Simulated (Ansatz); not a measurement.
## Structure relaxation, NbAs

The start is a generated trial cell of NbAs in the WC structure type. The structure is fully relaxed (lattice and positions, P = 0) with PBEsol (plane waves to 420 eV, PAW, scalar-relativistic; Ansatz, a quantum-chemistry and plane-wave program). The first steps use a coarse 8×8×7 k-mesh.

Initial structure:
```yaml
crystal:
  lattice:
    - [3.54110, 0.00000, 0.00000]
    - [-1.77055, 3.06668, 0.00000]
    - [0.00000, 0.00000, 3.45594]
  atoms:
    - { symbol: Nb, position: [0.00000, 0.00000, 0.00000] }
    - { symbol: As, position: [0.66667, 0.33333, 0.50000] }
```

Question: How much energy is released per atom?

Answer: 0.07 eV/atom.

Question: How do the shortest distances between atoms change?

Answer: The closest pairs of elements (up to four, under 3.6 Å), start → end: As–Nb 2.68 → 2.61 Å; As–As 3.46 → 3.38 Å; Nb–Nb 3.46 → 3.38 Å.

Question: What does it relax into? Give the structure.

Answer: 
```cif
data_AsNb
_chemical_formula_sum 'Nb1 As1'
_space_group_name_H-M_alt 'P-6m2'
_space_group_IT_number 187
_space_group_name_Hall 'P -6 2'
_cell_length_a 3.38013
_cell_length_b 3.38013
_cell_length_c 3.46170
_cell_angle_alpha 90.000
_cell_angle_beta 90.000
_cell_angle_gamma 120.000
loop_
_atom_site_label
_atom_site_type_symbol
_atom_site_symmetry_multiplicity
_atom_site_Wyckoff_symbol
_atom_site_fract_x
_atom_site_fract_y
_atom_site_fract_z
_atom_site_occupancy
Nb1 Nb 1 a 0.00000 0.00000 0.00000 1
As1 As 1 f 0.66667 0.33333 0.50000 1
```

The space group stays P-6m2 (No. 187) (the run could not lower it); the end is AFLOW prototype AB_hP2_187_d_a (B_h, as in WC), with 2 atoms in the primitive cell. Final values are on a 16×16×13 k-mesh of the relaxed cell. No spin polarisation in the result.

The run could not lose the symmetry of its start: the end is stationary, and may be a saddle point rather than a minimum.

All atoms sit on sites fixed by symmetry, so only the cell could relax.

The relaxed structure here is a generated cell of NbAs: the first start was made by placing the elements on the sites of a structure type, and the end was not matched to a known phase here, so it may be hypothetical.
